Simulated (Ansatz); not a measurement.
# Be3AgRh4: rattling a relaxed structure

The cell was found from a structure generator's guess, not taken from experiment.

The calculation used DFT PBE, scalar-relativistic, plane waves, PAW (Ansatz 0.2.0). Plane waves to 420 eV, a k mesh through Γ of 12×12×2 on the computed 8-atom cell and Gaussian smearing (0.10 eV); no spin polarisation.

The cell below (8 atoms, space group P-6m2 (No. 187)) is relaxed within its symmetry.

```cif
data_structure
_symmetry_space_group_name_H-M 'P 1'
_symmetry_Int_Tables_number 1
_cell_length_a 2.7536
_cell_length_b 2.7536
_cell_length_c 15.1339
_cell_angle_alpha 90.000
_cell_angle_beta 90.000
_cell_angle_gamma 120.000
_cell_volume 99.38
loop_
_atom_site_label
_atom_site_type_symbol
_atom_site_fract_x
_atom_site_fract_y
_atom_site_fract_z
_atom_site_occupancy
Be1 Be 0.66667 0.33333 0.50000 1
Be2 Be 0.33333 0.66667 0.27126 1
Be3 Be 0.33333 0.66667 0.72874 1
Ag1 Ag 0.66667 0.33333 0.00000 1
Rh1 Rh 0.00000 0.00000 0.16099 1
Rh2 Rh 0.00000 0.00000 0.61360 1
Rh3 Rh 0.00000 0.00000 0.38640 1
Rh4 Rh 0.00000 0.00000 0.83901 1
```

For the test it was strained at random (σ = 1.5 % a component), the atoms were moved at random (σ = 0.05 Å), and all was relaxed again on a coarse 12×12×2 mesh (in the run’s order of axes) with 0.20 eV smearing, with no symmetry imposed.

The cell is a metal run without spin; a magnetic state may lie lower.

Question: Is the structure stable against such a distortion?

Answer: It returns, within 1 meV/atom of the unmoved cell on that mesh and with the same symmetry when read at 0.1 Å. So it is stable against the distortions that fit this cell and that this random move excites. Modes that don't fit the cell aren't tested.
